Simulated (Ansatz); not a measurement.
Data:

Sb (space group R-3m)

```
Sb
1.0
    4.29346     2.47883     7.30554
    0.00000     2.47883     7.30554
    2.14673    -1.23942     7.30554
Sb
4
Cartesian
  4.29346   2.47883  10.19747
  2.14673   1.23942   6.54470
  4.29346   2.47883  15.37193
  2.14673   1.23942  11.71916
```

The atoms are displaced by Q × the pattern below (from a DFPT mode at T = (0.5, 0.5, 0.5), largest move 1; Q in Å), at fixed cell. It is one choice among 2 degenerate patterns. (q is in reciprocal vectors of the primitive cell; the cell shown is doubled to hold the pattern.)

```
atom      x       y      z
----  -----  ------  -----
Sb1   0.000  -1.000  0.000
Sb2   0.000   1.000  0.000
Sb3   0.000  -1.000  0.000
Sb4   0.000   1.000  0.000
```

The numbers are results of LDA (plane waves to 420 eV, PAW, scalar-relativistic; Ansatz, an electronic-structure program), not measurements. k mesh 13×13×13 (Γ-centred), Fermi-Dirac smearing 0.05 eV. The energy includes the smearing's −TS. With partly filled bands, energies and forces of such displacements shift with the k mesh and the smearing. Sb was relaxed with its symmetry unable to fall. Spin-orbit coupling is left out, though Sb is heavy. The zero of ΔE is the undisplaced structure.

The scan covers Q from -0.100 to 0.100 Å in 13 points.

### Question
Which space group does the distorted structure have?

### Answer
C2/m (No. 12), lowered from R-3m.

### Question
What is the energy change at Q = 0.100 Å?

### Answer
193 meV/cell.

### Question
What harmonic wavenumber does the curvature at Q = 0 give?

### Answer
147 cm⁻¹.

(For displaced atoms, the force is minus the slope of the energy, and its curvature is a force constant, which sets phonon frequencies.)
